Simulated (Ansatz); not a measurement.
Ag (fcc (Cu type)), relaxed and computed with several functionals in Ansatz (plane waves, PAW). Much of their spread follows the volume that each gives.

```json
[
 {"functional": "PBE", "V (Å³/atom)": "17.85", "B₀ by P(V) fit (GPa)": "90.1"},
 {"functional": "LDA", "V (Å³/atom)": "16.03", "B₀ by P(V) fit (GPa)": "138"},
 {"functional": "PBEsol", "V (Å³/atom)": "16.65", "B₀ by P(V) fit (GPa)": "118"},
 {"functional": "r²SCAN", "V (Å³/atom)": "17.29", "B₀ by P(V) fit (GPa)": "?"}
]
```

Question: Fit a straight line to ln B₀ against ln V and predict the withheld value.

Answer: Least squares on the 3 shown rows: ln B₀ = -3.95 × ln V + (15.884), with a scatter of 0.3 %. For r²SCAN this gives 102. The run itself gave 102, a miss of 0.0 % of that.

All cells were relaxed under the symmetry of their starts (and spin orders); stability against distortions was not tested throughout. Named crystals with no word on spin ran without spin polarisation. Scalar-relativistic: spin–orbit coupling is off unless named, which matters more the heavier the elements.

Potentials: the earlier of the program's two PAW sets. The files were generated under PBE; for other functionals the program regenerates the frozen cores, and for LDA and PBEsol the local potential too.

Ansatz (a first-principles code) is a plane-wave DFT program.
